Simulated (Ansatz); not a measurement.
The end point of a relaxation of Ge3N4. Space group I-43d (No. 220). Method: PBEsol (plane waves to 420 eV, PAW, scalar-relativistic; Ansatz, a program for electronic structure).

Space group I-43d (No. 220); a = b = c = 6.8121 Å, α = β = γ = 90.00°

```
atom  site  symmetry       x       y       z
----  ----  --------  ------  ------  ------
Ge     12a      -4..  0.0000  0.2500  0.3750
N      16c       .3.  0.2243  0.2243  0.2243
```
(The calculation used a cell of 14 atoms; values per cell refer to that cell.)

For Ge3N4, the volume per atom is 11.29 Å³. The band gap is 1.85 eV, direct within 0.03 eV (at Γ) (no spin-orbit coupling) and the smallest direct gap comes out as 1.87 eV at Γ. The shortest distances comes out as Ge–N 1.85 Å; N–N 2.95 Å; Ge–Ge 3.19 Å and the k-mesh is 6×6×6.

Band energies at high-symmetry points (eV from the VBM; labels of this space group; no spin-orbit coupling), from −5 eV up to 6.0 eV:

| point | energies |
|---|---|
| Γ | -4.70 -3.61 -3.61 -3.60 -3.60 -3.60 -2.59 -2.59 -2.59 -1.66 -1.66 -1.66 -0.06 -0.06 -0.06 -0.03 1.85 3.05 3.05 3.05 4.11 4.11 5.15 5.15 5.15 |
| H | -4.22 -4.22 -4.22 -4.22 -1.57 -1.57 -1.57 -1.57 -1.57 -1.57 -1.18 -1.18 5.15 5.15 5.15 5.15 5.15 5.15 |
| N | -4.24 -4.24 -4.01 -4.01 -2.73 -2.73 -2.62 -2.62 -1.82 -1.82 -1.03 -1.03 0.00 0.00 3.89 3.89 4.51 4.51 5.47 5.47 5.75 5.75 |
| P | -4.55 -4.55 -4.55 -4.55 -3.44 -3.44 -3.32 -3.32 -2.32 -2.32 -2.32 -2.32 -0.45 -0.45 -0.45 -0.45 4.79 4.79 4.79 4.79 |

No spin polarisation in the result.

The run could not lose the symmetry of its start.

The first start was generated by placing the elements on the sites of a structure type. Materials Project lists a structure of Ge3N4 in the same space group, I-43d (No. 220); the sites were not compared with it, nor with measured phases.
